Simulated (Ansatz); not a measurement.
Values for one crystal, relaxed and computed with r²SCAN in the plane-wave PAW code Ansatz; other levels are named.

Volume per atom: 14.26 Å³
Electronic character: metallic (no gap)
Formation energy from the elements (no fitted shifts): -0.46 eV/atom
Density of states at the Fermi level: 0.49 states/eV per atom (mean over ±0.08 eV)

### Question
Pick the material that matches.
A. ScBe5, P6/mmm (Sc on 1a, Be on 2c, Be on 3g)
B. LiMg, C2/m (Li on 4i, Mg on 4i)
C. LiPt3, Cu3Au type
D. FeNi3, Cu3Au type

### Answer
C, LiPt3, Cu3Au type

Space group Pm-3m (Cu3Au type). The workflow started from a Materials Project entry (that database holds measured and hypothetical structures alike); the Crystallography Open Database copy checked does not list it. With Li and Pt taken as one species the cell has the higher symmetry Fm-3m, so it may be an ordered model of a mixed-site phase. Whether it is the stable phase at ambient conditions was not checked. Symmetry was held in the r²SCAN relaxation; whether a distortion lowers the energy is not shown. No spin polarisation was allowed. The references are the lowest solids computed at this level, not always the standard phases. Scalar-relativistic: spin–orbit coupling is off unless named, which matters more the heavier the elements.

Potentials: the later of the program's two PAW sets.
